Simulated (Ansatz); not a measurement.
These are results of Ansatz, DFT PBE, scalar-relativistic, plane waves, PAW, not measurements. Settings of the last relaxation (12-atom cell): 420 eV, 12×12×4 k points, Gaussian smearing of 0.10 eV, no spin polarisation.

Energies over the elements count from the elements' standard structures at the same level (N₂ as a molecule), with no fitted energy shifts.

Question: Give a relaxed trial structure of a trigonal metal with formula Ti5AlN6, with a formation energy near −1.60 eV/atom and a density near 5.15 g/cm³, in a cell of 12 atoms.

Answer: Ti5AlN6, space group P-3m1 (No. 164). Ti on a site of symmetry -3m has 6 N at 2.11 Å; around Ti on a site of symmetry 3m lie 6 N at 2.11–2.13 Å; Al is surrounded by 6 N at 2.06 Å, 6 Al at 2.98 Å and 6 Ti at 3.01 Å; around N on its first site lie 6 Ti at 2.11–2.13 Å; 3 more sites not described.

```cif
data_structure
_symmetry_space_group_name_H-M 'P-3m1'
_symmetry_Int_Tables_number 164
_cell_length_a 2.9803
_cell_length_b 2.9803
_cell_length_c 14.6936
_cell_angle_alpha 90.000
_cell_angle_beta 90.000
_cell_angle_gamma 120.000
_cell_volume 113.03
loop_
_atom_site_label
_atom_site_type_symbol
_atom_site_symmetry_multiplicity
_atom_site_Wyckoff_symbol
_atom_site_fract_x
_atom_site_fract_y
_atom_site_fract_z
_atom_site_occupancy
Ti1 Ti 1 a 0.00000 0.00000 0.00000 1
Ti2 Ti 2 d 0.66667 0.33333 0.16877 1
Ti3 Ti 2 d 0.33333 0.66667 0.33218 1
Al1 Al 1 b 0.00000 0.00000 0.50000 1
N1 N 2 d 0.33333 0.66667 0.08369 1
N2 N 2 c 0.00000 0.00000 0.25186 1
N3 N 2 d 0.66667 0.33333 0.42268 1
```

The volume per atom is 9.42 Å³, the density is 5.15 g/cm³ and the energy over the elements is −1.60 eV/atom. The gap on the 12×12×4 mesh of the 12-atom cell is 0 eV (a metal).

The structure comes from a generated guess, relaxed at this level; another structure or a mixture of phases may lie lower. Other answers may fit too; this one was computed.

A later test with randomly moved atoms came back to the same energy, though modes that don't fit the test's cell weren't probed.
